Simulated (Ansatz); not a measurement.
PbI2:
```
CELL_PARAMETERS angstrom
      4.46395     0.00000     0.00000
     -2.23198     3.86589     0.00000
      0.00000     0.00000    13.65014
ATOMIC_POSITIONS crystal
  Pb 0.66667 0.33333 0.49999
  Pb 0.33333 0.66667 0.99999
  I  0.66667 0.33333 0.86331
  I  0.33333 0.66667 0.36331
  I  0.00000 0.00000 0.13670
  I  0.00000 0.00000 0.63670
```

Relaxed with LDA. Special points in fractions of this cell's reciprocal vectors: Γ (0.000, 0.000, 0.000); M (0.500, 0.000, 0.000); K (0.333, 0.333, 0.000); A (0.000, 0.000, 0.500); L (0.500, 0.000, 0.500); H (0.333, 0.333, 0.500).

Question: List the band energies nearest the valence-band maximum at these points for LDA in the plane-wave PAW code Ansatz.

Answer: In eV from the valence-band maximum; about four levels below and three above (degenerate sets whole), none deeper than 8.9 eV; points with the same levels are listed once.

```tsv
k	below	above
Γ	-0.98 -0.91 -0.91 0.00	1.92 2.21 2.97 2.97
M	-1.32 -1.14 -0.96 -0.85	2.51 3.03 3.36
K	-1.76 -1.76 -0.96 -0.42 -0.42	2.92 3.27 3.27
A	-0.99 -0.99 -0.99 -0.99 -0.38 -0.38	2.07 2.07 3.03 3.03 3.03 3.03
L	-1.19 -1.19 -0.74 -0.74	2.66 2.66 3.65 3.65
H	-1.47 -1.47 -0.62 -0.62	3.42 3.42 3.49 3.49
```

Space group P6_3mc. The workflow started from a Materials Project entry (that database holds measured and hypothetical structures alike); the Crystallography Open Database files this formula in space group No. 186, but the cells were not matched. It is not the phase usual at ambient conditions (space group No. 164). Symmetry was held in the LDA relaxation; its stability against distortions is not shown here. A crystal of weakly bound layers computed without a dispersion correction: the cell and the soft elastic constants depend strongly on that. Spin–orbit coupling is left out wherever it is not named.

Potentials: the later of the program's two PAW sets.
